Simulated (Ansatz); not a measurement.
SiB2Os2 in space group Cmmm (No. 65; Si on 2a, Os on 4j, B on 4i) under volume change, the program Ansatz at the r²SCAN level (PAW), shape and atoms relaxed at each volume.

| V (Å³/atom) | E − E(relaxed) (meV/atom) | P (GPa) |
|---|---|---|
| 9.567 | 92.6 | 34.37 |
| 9.882 | 38.7 | 20.82 |
| 10.197 | 9.1 | 9.54 |
| 10.513 | 0.0 | 0.00 |
| 10.828 | 7.9 | -7.75 |
| 11.144 | … | … |
| 11.459 | … | … |

Question: Fill in the missing entries.

Answer: 
- 11.144, E − E(relaxed) (meV/atom): 29.7
- 11.144, P (GPa): -14.27
- 11.459, E − E(relaxed) (meV/atom): 63.3
- 11.459, P (GPa): -19.58

Question: What does a third-order Birch–Murnaghan fit give for V₀, B₀ and B′?

Answer: V₀ = 10.52 Å³/atom, B₀ = 285 GPa, B′ = 5.2.

The start of the workflow was typed in or built on a structure type; neither database checked (COD, Materials Project) lists it. Whether it is the stable phase at ambient conditions was not checked. The cell was relaxed with r²SCAN under the symmetry of its start; its stability against distortions is not shown here. No spin polarisation was allowed. Its formation energy is positive at this level, so the cell may be metastable or incomplete. Scalar-relativistic: spin–orbit coupling is off unless named, which matters more the heavier the elements.

Potentials: the earlier of the program's two PAW sets.
